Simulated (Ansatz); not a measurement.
Given:

HgS:
```yaml
crystal:
  lattice:
    - [0.00000, 2.72621, 2.72621]
    - [2.72621, 0.00000, 2.72621]
    - [2.72621, 2.72621, 0.00000]
  atoms:
    - { symbol: Hg, position: [0.00000, 0.00000, 0.00000] }
    - { symbol: S, position: [0.50000, 0.50000, 0.50000] }
```

This is the PBEsol-relaxed structure.

**Question.** All from PBEsol in the plane-wave PAW code Ansatz, unless another level is named. Estimate the electronic character.

**Answer.** metallic (no gap).

**Question.** Predict the formation energy from the elements (no fitted shifts).

**Answer.** -0.065 eV/atom.

**Question.** And the gap with spin–orbit coupling?

**Answer.** none (metallic).

Space group Fm-3m (rock salt). The workflow started from a Materials Project entry (that database holds measured and hypothetical structures alike); the Crystallography Open Database copy checked does not list it. COD files the formula under space group No. 152, 154, 166, 216, so this cell is another polymorph or a model. Whether it is the stable phase at ambient conditions was not checked. The cell was relaxed with PBEsol under the symmetry of its start; whether a distortion lowers the energy is not shown. The references are the lowest solids computed at this level, not always the standard phases. Spin–orbit coupling is left out wherever it is not named.

Potentials: the later of the program's two PAW sets.
